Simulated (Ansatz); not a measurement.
# Property card for ZrMo

ZrMo:
```cif
data_Mo2Zr2
_chemical_formula_sum 'Zr2 Mo2'
_space_group_name_H-M_alt 'P 1'
_space_group_IT_number 1
_cell_length_a 6.15390
_cell_length_b 6.15390
_cell_length_c 4.02393
_cell_angle_alpha 90.000
_cell_angle_beta 90.000
_cell_angle_gamma 150.036
loop_
_space_group_symop_operation_xyz
  'x, y, z'
loop_
_atom_site_label
_atom_site_type_symbol
_atom_site_fract_x
_atom_site_fract_y
_atom_site_fract_z
_atom_site_occupancy
Zr1 Zr 0.66947 0.33053 0.25000 1
Mo1 Mo 0.94055 0.05945 0.25000 1
Zr2 Zr 0.33053 0.66947 0.75000 1
Mo2 Mo 0.05945 0.94055 0.75000 1
```

Space group Cmcm (No. 63); conventional cell a = 3.1818 Å, b = 11.8894 Å, c = 4.0239 Å, α = β = γ = 90.00°.

Method: PBEsol (plane waves, PAW; program Ansatz). Geometry: relaxed at this level of theory. Other levels are named where they apply.

Cell and energy:

* **Volume per atom**: 19.03 Å³
* **Density**: 8.17 g/cm³
* **Formation energy from the elements (no fitted shifts)**: 0.24 eV/atom

Electronic structure:

- Electronic character: metallic (no gap)
- Density of states at the Fermi level: 1.0 states/eV per atom (mean over ±0.08 eV)

The start of the workflow was typed in or built on a structure type; neither database checked (COD, Materials Project) lists it. Its standing as an ambient phase is unchecked. Symmetry was held in the PBEsol relaxation; whether a distortion lowers the energy is not shown. The run is not spin-polarised. Its formation energy is positive at this level, so the cell may be metastable or incomplete. Axis ratios of metals converge slowly with the k-mesh, so a and c are less sure than the volume. The references are the lowest solids computed at this level, not always the standard phases. Scalar-relativistic: spin–orbit coupling is off unless named, which matters more the heavier the elements.

Potentials: the earlier of the program's two PAW sets. The files were generated under PBE; for other functionals the program regenerates the frozen cores, and for LDA and PBEsol the local potential too.
